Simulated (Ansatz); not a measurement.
NaGeF3 built on the cubic perovskite prototype, relaxed with r2SCAN in the PAW code Ansatz. The symmetry is Pm-3m (No. 221, cubic); a = 4.348 Å in the conventional setting, 16.44 Å³ an atom. Na is surrounded by 12 F at 3.07 Å; Ge is surrounded by 6 F at 2.17 Å; F is surrounded by 2 Ge at 2.17 Å and 4 Na at 3.07 Å.

The axes x, y and z are those of this cell:
```
CELL_PARAMETERS angstrom
4.34764 0.00000 0.00000
0.00000 4.34764 0.00000
0.00000 0.00000 4.34764
ATOMIC_POSITIONS crystal
Na 0.00000 0.00000 0.00000
Ge 0.50000 0.50000 0.50000
F 0.50000 0.50000 0.00000
F 0.50000 0.00000 0.50000
F 0.00000 0.50000 0.50000
```

Unstrained: PBE gives an indirect gap of 1.310 eV, from R to Γ; the least direct gap is 1.915 eV at R. The r2SCAN gap is indirect, 1.675 eV (R to Γ), below the direct gap of 2.165 eV at R. The HSE06 gap is indirect, 2.173 eV (R to Γ), below the direct gap of 2.816 eV at R. Meshes: PBE 6×6×6, r2SCAN 6×6×6, HSE06 4×4×4. Strains are changes of length per length. After each strain the atoms were relaxed again with r2SCAN within the symmetry that the strain leaves, so tilts or polar shifts that break it weren't tested; points keep the names that they have in the unstrained zone. These are computed values for a spin-unpolarised cell that may be hypothetical; none is a measurement.

Problem. Apply epitaxial +2.0 % in the xy plane, free normal strain -1.05 %. How far does the gap move, against the unstrained cell?

Solution. PBE: the gap goes from 1.310 to 1.511 eV (+0.201 eV). r2SCAN: the gap goes from 1.675 to 1.899 eV (+0.224 eV). HSE06: the gap goes from 2.173 to 2.396 eV (+0.223 eV). The r2SCAN energy rises by 4.5 meV an atom.

Problem. One strain changed the r2SCAN stress by xx +5.31, yy +1.38, zz +1.38 GPa (compression positive) and the gap by -0.322 eV (PBE), -0.352 eV (r2SCAN), -0.353 eV (HSE06). Which kind of strain was it, and roughly how large?

Solution. Uniaxial -4.0 % along x, other directions held. The pattern of the stress gives the kind; the size needs the stiffness, so it is an estimate.

Problem. Apply isotropic -5.0 % on every length. How far does the gap move, against the unstrained cell?

Solution. PBE: the gap goes from 1.310 to 0.071 eV (-1.239 eV); so small a gap is at the limit of these settings. r2SCAN: the gap goes from 1.675 to 0.317 eV (-1.358 eV). HSE06: the gap goes from 2.173 to 0.811 eV (-1.362 eV). The r2SCAN energy rises by 78.8 meV an atom.

Problem. Apply isotropic +5.0 % on every length. How far does the gap move, against the unstrained cell?

Solution. PBE: the gap goes from 1.310 to 2.283 eV (+0.973 eV). r2SCAN: the gap goes from 1.675 to 2.670 eV (+0.995 eV); the edges move from R → Γ to R → X. HSE06: the gap goes from 2.173 to 3.256 eV (+1.083 eV). The r2SCAN energy rises by 54.9 meV an atom.

Spin-orbit coupling is left out.

The meshes of the hybrids are coarse, so their gaps aren't converged to the digits shown.
